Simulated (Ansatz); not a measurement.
**Zn2Rh, a known structure type with other elements, at an estimated volume**

```
CELL_PARAMETERS angstrom
-2.06743 3.33163 3.39774
4.13485 0.00000 0.00000
2.06743 3.33163 -3.39774
ATOMIC_POSITIONS crystal
Zn 0.21000 0.15900 0.89200
Zn 0.60800 0.15900 0.29000
Zn 0.79000 0.84100 0.10800
Zn 0.39200 0.84100 0.71000
Rh 0.79700 0.54700 0.70300
Rh 0.20300 0.45300 0.29700
```

Method: PBE, no spin polarisation; PAW, plane waves to 420 eV, 8×8×8 Γ-centred mesh, fermi-dirac occupations (width 0.1 eV) (Ansatz 0.2.0), atoms fixed.

Question: Which atom feels the largest force, and which way?

Answer: The largest is on Zn1 (and as large on other atoms): 0.81 eV/Å, components (0.00, 0.04, 0.81). It makes 165° with the line to a nearest neighbour, Zn3 at 2.27 Å, pointing away from it.

Question: What does the stress say?

Answer: The pressure is -8.7 GPa (compression positive), so with the atoms held at these fractions the cell would first shrink; the forces are large, so a full relaxation may end otherwise. The principal stresses -18.7, -7.0, -0.3 GPa differ, so its shape would change too.

Question: Is it stable against the elements?

Answer: -0.03 eV an atom against the elements' usual phases (free molecules for gases, crystals otherwise, with no correction for O₂ or N₂), too near zero to call. Relaxing would lower it.

Question: How is the charge shared?

Answer: Bader charges in e: Zn +0.18, Rh -0.36. In the mean Zn gives up most and Rh takes most.

Question: What happens at the Fermi level?

Answer: It is a metal, with about 3 states/eV a cell as the mean within 0.25 eV of the Fermi level.

Origin: a known structure type with other elements, at an estimated volume, so it need not be a known compound.
